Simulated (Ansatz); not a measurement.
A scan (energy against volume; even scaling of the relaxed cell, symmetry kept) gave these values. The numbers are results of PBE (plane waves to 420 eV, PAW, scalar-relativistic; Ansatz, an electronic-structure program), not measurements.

| Item | Result |
|---|---|
| Bulk modulus B₀ (third-order Birch-Murnaghan fit) | 67.3 GPa |
| Pressure derivative B₀′ (fit) | 4.1 |
| Equilibrium volume of the fit | 8.42 Å³/atom |

Of these crystals, all scanned alike, which one is it?
A. Cs (bcc, W type)
B. LiF (rock salt)
C. NaF (rock salt)
D. FeO (rock salt)

B, LiF (rock salt). The others have, for the bulk modulus: NaF 44.8 GPa, FeO 184 GPa, Cs 2.0 GPa

All were relaxed with their symmetry unable to fall. FeO is run spin-polarised and with no Hubbard U; the real compound is an antiferromagnetic insulator, a state that this run doesn't describe. Relaxed FeO ends ferromagnetic. The relaxed volume of NaF is well above the measured one; the method has no dispersion term. The magnetic order is the one the run started from; other orders were not tried. (This holds for the magnetic or f-shell members.)

(Under strain, the slope of the energy per volume gives the stress and its curvature an elastic modulus.)
